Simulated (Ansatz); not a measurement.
Relaxed structure of CH2Cl2 on the (111) surface of Au, one molecule per 29.2 Å² (the molecule's atoms stand last):

```xyz
17
Lattice="5.8028 0.0000 0.0000 -2.9014 5.0254 0.0000 0.0000 0.0000 24.5496" Properties=species:S:1:pos:R:3 pbc="T T T"
Au    1.4507    0.8376    8.0000
Au    0.0000    3.3502    8.0000
Au    4.3521    0.8376    8.0000
Au    2.9014    3.3502    8.0000
Au    2.9003    1.6575   10.4961
Au    1.4464    4.1695   10.4936
Au   -0.0038    1.6582   10.4933
Au   -1.4521    4.1691   10.4954
Au   -1.4569    2.4802   12.9935
Au   -0.0055   -0.0370   12.9715
Au    1.4474    2.4761   12.9848
Au    2.8955   -0.0312   13.0002
Cl   -0.9658    2.8527   16.4298
C     0.0864    1.4211   16.4480
Cl   -0.8568   -0.0868   16.4340
H     0.7022    1.4425   15.5409
H     0.6911    1.4430   17.3567
```

All numbers below come from DFT PBE+D3(BJ), scalar-relativistic, plane waves, PAW (Ansatz 0.2.0). Plane waves to 420 eV, a k mesh through Γ of 4×4×1 on the computed 17-atom cell and Gaussian smearing (0.10 eV); no spin polarisation. A dipole correction removes the field between periodic images along c.

The slab and the molecular layer are also computed alone at these places.

(1) How does the adsorption energy per molecule split into interaction and deformation?

(2) How much charge moves across the plane at z = 14.27 Å, midway between slab and molecule?

(3) How does the density difference (whole less rigid parts, positive where electrons gather), summed over the plane, run along c?

Answers

(1) E_ads = -0.544 eV: interaction of the rigid parts -0.432 eV, deformation of the slab +0.007 eV, deformation of the molecule with its lateral interactions -0.119 eV.

(2) About 0.02 electrons a cell move down to the slab; half the integral of |Δρ| is 0.09 e.

(3) (z (Å), Δρ (e/Å)): (6.00, 0.001), (6.14, 0.001), (6.41, 0.001), (6.55, 0.001), (6.82, 0.001), (6.96, 0.001), (7.23, -0.001), (7.36, -0.001), (7.64, -0.001), (7.77, -0.002), (8.05, -0.003), (8.18, -0.002), (8.46, 0.001), (8.59, 0.001), (8.73, 0.001), (9.00, 0.001), (9.14, 0.001), (9.41, 0.002), (9.55, 0.002), (9.82, 0.000), (9.96, -0.001), (10.23, -0.001), (10.37, -0.001), (10.64, -0.001), (10.77, 0.000), (11.05, 0.004), (11.18, 0.004), (11.46, 0.003), (11.59, 0.003), (11.73, 0.002), (12.00, 0.000), (12.14, -0.002), (12.41, -0.006), (12.55, -0.005), (12.82, 0.004), (12.96, 0.006), (13.23, 0.008), (13.37, 0.012), (13.64, 0.019), (13.78, 0.021), (14.05, 0.023), (14.18, 0.024), (14.32, 0.025), (14.59, 0.024), (14.73, 0.021), (15.00, 0.004), (15.14, -0.008), (15.41, -0.035), (15.55, -0.044), (15.82, -0.039), (15.96, -0.026), (16.23, 0.002), (16.37, 0.006), (16.64, -0.006), (16.78, -0.012), (17.05, -0.014), (17.18, -0.011), (17.32, -0.007), (17.59, -0.001), (17.73, 0.000), (18.00, 0.001), (18.14, 0.001), (18.41, 0.001), (18.55, 0.001), (18.82, 0.001), (18.96, 0.000), (19.23, 0.000), (19.37, 0.000), (19.64, 0.000), (19.78, 0.000)